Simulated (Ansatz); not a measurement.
Bi₂Te₂S in space group I4/mmm (No. 139; Bi on 4e, Te on 4e, S on 2a), PBEsol (plane waves, PAW; program Ansatz), all energies at zero smearing, with the estimated change up to a 700 eV cutoff added, with one set of potentials and settings (totals compare only within such a set). Cell of 5 atoms (2 Bi, 2 Te, 1 S): -39172.147 eV.

```csv
element,reference phase,E (eV/atom)
Bi,"R-3m, 2 atoms in the cell",-12242.0039
Te,"P3_121, 3 atoms in the cell",-6901.5142
S,"Fddd, 32 atoms in the cell",-884.8920
```

Formation energy per atom, worked out: (-39172.147 − 2×(-12242.0039) − 2×(-6901.5142) − 1×(-884.8920))/5 = -0.044 eV/atom (-4 kJ per mol of atoms), at 0 K, without zero-point energy or fitted corrections.

The workflow started from a Materials Project entry (that database holds measured and hypothetical structures alike); the Crystallography Open Database copy checked does not list it. COD files the formula under space group No. 166. Whether it is the stable phase at ambient conditions was not checked. Symmetry was held in the PBEsol relaxation. At this level the phase is dynamically unstable (imaginary phonons). The references are the lowest solids computed at this level, not always the standard phases. Scalar-relativistic: spin–orbit coupling is off unless named, which matters more the heavier the elements.

Potentials: the later of the program's two PAW sets.
